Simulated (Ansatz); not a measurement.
Relaxed-ion elastic tensor of TiAu (CsCl type, Pm-3m) in GPa (Voigt order), PBEsol in the plane-wave PAW code Ansatz; density 12.20 g/cm³, 16.66 Å³ per atom.

```
 147   166   166   0.0   0.0   0.0
 166   147   166   0.0   0.0   0.0
 166   166   147   0.0   0.0   0.0
 0.0   0.0   0.0  57.4   0.0   0.0
 0.0   0.0   0.0   0.0  57.4   0.0
 0.0   0.0   0.0   0.0   0.0  57.4
```

### Question
Is the crystal mechanically stable?

### Answer
No: the smallest eigenvalue of C is -18.9 GPa.

The workflow started from an entry of the Crystallography Open Database (COD). Whether it is the stable phase at ambient conditions was not checked. The cell was relaxed with PBEsol under the symmetry of its start. At this level the phase is mechanically unstable. No spin polarisation was allowed. As this level gives no gap, shear constants depend on the k-mesh and smearing (Fermi–Dirac, 0.1 eV here). Scalar-relativistic: spin–orbit coupling is off unless named, which matters more the heavier the elements.

Potentials: the later of the program's two PAW sets.
